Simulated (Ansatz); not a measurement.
LiNbO3:
```
LiNbO3
1.0
    2.59485     1.49814     4.67220
   -2.59485     1.49814     4.67220
    0.00000    -2.99628     4.67220
Li Nb O
2 2 6
Direct
  0.71932   0.71932   0.71932
  0.21932   0.21932   0.21932
  0.00044   0.00044   0.00044
  0.50044   0.50044   0.50044
  0.64282   0.89052   0.27980
  0.89052   0.27980   0.64282
  0.27980   0.64282   0.89052
  0.14282   0.77980   0.39052
  0.39052   0.14282   0.77980
  0.77980   0.39052   0.14282
```

PBE (plane waves, PAW; program Ansatz) gives a gap of 3.54 eV without spin–orbit coupling, maximum on the Γ–T line, 25 % of the way from Γ, minimum on the S2–F line, 10 % of the way from S2.

Q: What happens when spin–orbit coupling is switched on?

A: The gap decreases by 0.04 eV, to 3.50 eV; maximum on the Γ–T line, 25 % of the way from Γ, minimum on the S2–F line, 10 % of the way from S2.

Space group R3c. The cell was relaxed with PBE under the symmetry of its start. No spin polarisation was allowed.

Potentials: the earlier of the program's two PAW sets.
